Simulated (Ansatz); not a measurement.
**Fields on a plane of SrMoO3 (cubic perovskite)**

```xyz
5
Lattice="3.9172 0.0000 0.0000 0.0000 3.9172 0.0000 0.0000 0.0000 3.9172" Properties=species:S:1:pos:R:3 pbc="T T T"
Sr     1.9586     1.9586     1.9586
Mo     0.0000     0.0000     0.0000
O      1.9586     0.0000     0.0000
O      0.0000     1.9586     0.0000
O      0.0000     0.0000     1.9586
```

The slice is a {110} plane (indices of the conventional cell) through the point (0.000, 0.500, 0.000) (fractional), spanned by u = [100] and v = [011] in vectors of this cell: u (3.92 Å) and v (5.54 Å, at 90° to u). It covers one period; positions are fractions (u, v).

Atoms on it: O at (0.00, 0.00); O at (0.00, 0.50).

These are LDA (plane waves to 420 eV, PAW, scalar-relativistic; Ansatz, a program for electronic structure) values and carry that method's errors. k mesh 12×12×12. Near the nuclei the fields are pseudised (PAW); where an atom keeps semicore shells as valence, they peak there. SrMoO3 is run without spin polarisation and with no Hubbard U. SrMoO3 was relaxed with its symmetry unable to fall.

```
|xxxxxxxx77998877666677889977xxxxxx|
|xxxxxx447788776655556677887744xxxx|
|xxxx2255777766443333446677775522xx|
|1122446666554422222222445566664422|
|2233445555442211000011224455554433|
|2233334444332200000000223344443333|
|2233445555442211000011224455554433|
|1122446666554422222222445566664422|
|xxxx2255777766443333446677775522xx|
|xxxxxx447788776655556677887744xxxx|
|xxxxxxxx77998877666677889977xxxxxx|
|xxxxxxxx88998877777777889988xxxxxx|
|xxxxxxxx77998877666677889977xxxxxx|
|xxxxxx447788776655556677887744xxxx|
|xxxx2255777766443333446677775522xx|
|1122446666554422222222445566664422|
|2233445555442211000011224455554433|
|2233334444332200000000223344443333|
|2233445555442211000011224455554433|
|1122446666554422222222445566664422|
|xxxx2255777766443333446677775522xx|
|xxxxxx447788776655556677887744xxxx|
|xxxxxxxx77998877666677889977xxxxxx|
|xxxxxxxx88998877777777889988xxxxxx|
```
Scale: ten equal steps from 7.80 (start of '0') to 11.88 (end of '9'), in the order '0123456789'. Values: electrostatic potential energy of an electron, from the cell's mean, in eV. The map has 17 points along u (two characters each, u = 0 at the left) and 24 along v (v = 0 in the bottom row). Points within 0.8 Å of a nucleus are blanked (x), as the pseudised field means little there. The zero, the cell's mean, hangs on the PAW cores.

```
|xx99730000003799x|
|99995200000025999|
|99863000000003689|
|66431000000001346|
|22110000000000112|
|11110000000000111|
|22110000000000112|
|66431000000001346|
|99863000000003689|
|99995200000025999|
|xx99730000003799x|
|xx99841000014899x|
|xx99730000003799x|
|99995200000025999|
|99863000000003689|
|66431000000001346|
|22110000000000112|
|11110000000000111|
|22110000000000112|
|66431000000001346|
|99863000000003689|
|99995200000025999|
|xx99730000003799x|
|xx99841000014899x|
```
Scale: ten equal steps from 0.01 (start of '0') to 0.82 (end of '9'), in the order '0123456789'. Values: electron localisation function (ELF). The map has 17 points along u (one character each, u = 0 at the left) and 24 along v (v = 0 in the bottom row). Points within 0.4 Å of a nucleus are blanked (x), as the pseudised field means little there.
